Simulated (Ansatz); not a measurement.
**Two states of CuPdO3**

```
CELL_PARAMETERS angstrom
5.17319 0.00000 0.00000
-2.58660 4.48012 0.00000
-2.58660 1.49337 4.28713
ATOMIC_POSITIONS crystal
Pd 0.00000 0.00000 0.00000
Pd 0.50000 0.50000 0.50000
Cu 0.22080 0.77920 0.66240
Cu 0.72080 0.27920 0.16240
O 0.39770 0.06570 0.85510
O 0.93430 0.47690 0.85510
O 0.52310 0.60230 0.85510
O 0.43430 0.10230 0.35510
O 0.02310 0.56570 0.35510
O 0.89770 0.97690 0.35510
```

Single point in Ansatz 0.2.0 with r2SCAN, with U = 6.88 eV and J = 0.46 eV on Cu d (atomic projectors). Cutoff 500 eV, PAW datasets, 4×4×4 Γ-centred k mesh, fermi-dirac filling (width 0.0877 eV).

State A: Pd1 down, Pd2 up, Cu3 down, Cu4 up (collinear spin). State B: Pd1 up, Pd2 up, Cu3 down, Cu4 up (collinear spin).

Compare the two self-consistent states.

State B is lower by 5.1 meV an atom at zero smearing; in free energy at this smearing B lies -3.0 meV an atom from A. So small a gap isn't resolved on this mesh where a state is a metal.

```csv
state,free energy (meV/atom),largest moment in a small sphere (μB),net moment (μB/cell),gap on mesh (eV),pressure (GPa),largest force (eV/Å)
A,3.0,0.62,0.00,metal,12.5,2.20
B,0.0,0.68,1.94,metal,12.4,2.25
```

Origin: a known structure type with other elements, at an estimated volume, so it need not be a known compound. Caveats: the k mesh is coarse if the cell is a metal; atoms or cell far from equilibrium.
